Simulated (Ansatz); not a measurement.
## Calculated N-14 nuclear quadrupole resonance for Ba₃AlN₃

Cell: a Materials Project structure (computed, not necessarily an observed phase), atoms as given.

Space group P6_3/m (No. 176); a = 8.3847, c = 5.6100 Å, γ = 120.00°.

```
site  Wyckoff  site symmetry       x       y       z
  Ba       6h            m..  0.9423  0.6367  0.2500
  Al       2c           -6..  0.6667  0.3333  0.7500
   N       6h            m..  0.8754  0.5657  0.7500
```

One atom of each set is listed.

Level of theory: DFT, PBE, plane waves and PAW, scalar-relativistic, 420 eV cutoff, Γ-centred 4×4×5 k-points, Fermi–Dirac smearing 0.02 eV (Ansatz 0.2.0).

N-14: I = 1, Q = 20.44 mb (year-2017 value). Static lattice, zero field.

(1) The simulated lines lie at 0.191, 0.553, 0.744 MHz. What are |C_Q|, η and |V_zz| at N?

Answers

(1) For I = 1 the lines are ν± = (3/4)|C_Q|(1 ± η/3) and ν₀ = |C_Q|η/2. Here |C_Q| = 0.865 MHz, η = 0.44 and |V_zz| = 1.75 × 10²¹ V/m². The calculation gives V_zz negative; the lines don't show the sign. The site has 1 Al at 1.86 Å; also 4 Ba at 2.71–2.86 Å.

With a gap of 0.3 eV on this mesh, the gradients can still move by some per cent as the k-mesh gets denser.
